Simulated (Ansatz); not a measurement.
MgH₂ (rutile, P4_2/mnm) under volume change, plane-wave PAW PBEsol (Ansatz code), shape and atoms relaxed at each volume.

| V (Å³/atom) | E − E(relaxed) (meV/atom) | P (GPa) |
|---|---|---|
| 9.141 | ___ | ___ |
| 9.443 | 6.2 | 3.44 |
| 9.744 | 1.5 | 1.60 |
| 10.045 | 0.0 | 0.00 |
| 10.347 | 1.4 | -1.41 |
| 10.648 | ___ | ___ |
| 10.949 | 11.1 | -3.70 |

Q: Fill in the missing entries.

A: 
- 9.141, E − E(relaxed) (meV/atom): 14.6
- 9.141, P (GPa): 5.55
- 10.648, E − E(relaxed) (meV/atom): 5.2
- 10.648, P (GPa): -2.63

Q: What does a third-order Birch–Murnaghan fit give for V₀, B₀ and B′?

A: V₀ = 10.04 Å³/atom, B₀ = 50.0 GPa, B′ = 3.5.

The PBEsol relaxation kept the symmetry of its start; phonons on a q-mesh show no instability.

Potentials: the later of the program's two PAW sets.
